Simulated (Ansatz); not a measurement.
Relaxed-ion elastic tensor of CuNi₃N (anti-perovskite, space group No. 221) in GPa (Voigt order), r²SCAN (plane waves, PAW; program Ansatz); density 8.31 g/cm³, 10.14 Å³ per atom.

|  | 1 | 2 | 3 | 4 | 5 | 6 |
|---|---|---|---|---|---|---|
| 1 | 380 | 137 | 137 | 0.0 | 0.0 | 0.0 |
| 2 | 137 | 380 | 137 | 0.0 | 0.0 | 0.0 |
| 3 | 137 | 137 | 380 | 0.0 | 0.0 | 0.0 |
| 4 | 0.0 | 0.0 | 0.0 | 53.7 | 0.0 | 0.0 |
| 5 | 0.0 | 0.0 | 0.0 | 0.0 | 53.7 | 0.0 |
| 6 | 0.0 | 0.0 | 0.0 | 0.0 | 0.0 | 53.7 |

Is the crystal mechanically stable?

Yes: the smallest eigenvalue of C is 53.7 GPa.

Work out the Voigt, Reuss and Hill averages.

K_V = 218, K_R = 218, K_H = 218; G_V = 80.9, G_R = 69.1, G_H = 75.0 GPa.

Give Young's modulus, Poisson's ratio, Pugh's ratio and the universal anisotropy index.

E = 9KG/(3K + G) = 202 GPa; ν = 0.35; K/G = 2.91 (ductile by the Pugh limit of 1.75); A_U = 5G_V/G_R + K_V/K_R − 6 = 0.85.

Estimate the sound speeds and the Debye temperature.

v_l = √((K + 4G/3)/ρ) = 6190 m/s, v_t = √(G/ρ) = 3000 m/s, mean 3380 m/s; Θ = (h/k)(3n/4πV)^(1/3) v_m = 464 K.

Give the Zener ratio and Young's modulus along [100], [110] and [111].

A = 2C44/(C11 − C12) = 0.44; 1/E = S11 − 2(S11 − S12 − S44/2)Γ with Γ = 0, 1/4, 1/3 gives 308, 171, 149 GPa.

Solve the Christoffel equation for the three sound speeds along [100], [110], [111].

Eigenvalues of C_ijkl n_j n_l equal ρv². In km/s, slowest first: [100] 2.54, 2.54, 6.77; [110] 2.54, 3.83, 6.13; [111] 3.45, 3.45, 5.90.

Space group Pm-3m (anti-perovskite). The first step of the workflow began from a Materials Project structure, measured or hypothetical; the Crystallography Open Database copy checked does not list it. Its standing as an ambient phase is unchecked. The cell was relaxed with r²SCAN under the symmetry of its start; its stability against distortions is not shown here. Spin order of the final state: ferromagnetic, the only order run, not a proven ground state. Other orbital occupations within this spin state were not tried. No Hubbard U is applied. As this level gives no gap, shear constants depend on the k-mesh and smearing (Fermi–Dirac, 0.1 eV here).

Potentials: the later of the program's two PAW sets.
